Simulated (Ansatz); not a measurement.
Relaxed Au (fcc, Cu type):

```yaml
crystal:
  lattice:
    - [4.15726, 0.00000, 0.00000]
    - [0.00000, 4.15726, 0.00000]
    - [0.00000, 0.00000, 4.15726]
  atoms:
    - { symbol: Au, position: [0.00000, 0.00000, 0.00000] }
    - { symbol: Au, position: [0.50000, 0.50000, 0.00000] }
    - { symbol: Au, position: [0.50000, 0.00000, 0.50000] }
    - { symbol: Au, position: [0.00000, 0.50000, 0.50000] }
```

In this cell atom 3 (Au, nearest neighbour Au at 2.940 Å; its periodic images, 4.2 Å or more away, move with it) is moved by u·(0.707, 0.707, 0.000) + v·(0.000, 0.000, 1.000); the rest is frozen.

Level of theory: PBE (plane waves to 420 eV, PAW, scalar-relativistic; Ansatz, a quantum-chemistry and plane-wave program). k mesh 9×9×9 (Γ-centred), Fermi-Dirac smearing 0.05 eV. E stands for the smeared free energy. Points where atoms come too close for the PAW data are left out (x in tables, blank in figures). With partly filled bands, energies and forces of such displacements shift with the k mesh and the smearing. Au was relaxed with its symmetry unable to fall. Spin-orbit coupling is left out, though Au is heavy. The PAW data are Ansatz's earlier set. The zero of ΔE is the undisplaced structure. Axes are in Å.

Q: Predict the ΔE (meV/cell) at all points of the grid u = -0.970, -0.647, -0.323, 0.000, 0.323, 0.647, 0.970 by v = -0.970, -0.647, -0.323, 0.000, 0.323, 0.647, 0.970.

A: ΔE (meV/cell), with u across and v down:

| v \ u | -0.970 | -0.647 | -0.323 | 0.000 | 0.323 | 0.647 | 0.970 |
|---|---|---|---|---|---|---|---|
| -0.970 | x | x | 5473 | 3770 | 5473 | x | x |
| -0.647 | 10291 | 4803 | 2205 | 1419 | 2205 | 4803 | 10291 |
| -0.323 | x | 2384 | 708 | 301 | 708 | 2384 | x |
| 0.000 | x | 1789 | 315 | 0 | 315 | 1789 | x |
| 0.323 | x | 2384 | 708 | 301 | 708 | 2384 | x |
| 0.647 | 10291 | 4803 | 2205 | 1419 | 2205 | 4803 | 10291 |
| 0.970 | x | x | 5473 | 3770 | 5473 | x | x |

(For displaced atoms, the force is minus the slope of the energy, and its curvature is a force constant, which sets phonon frequencies.)
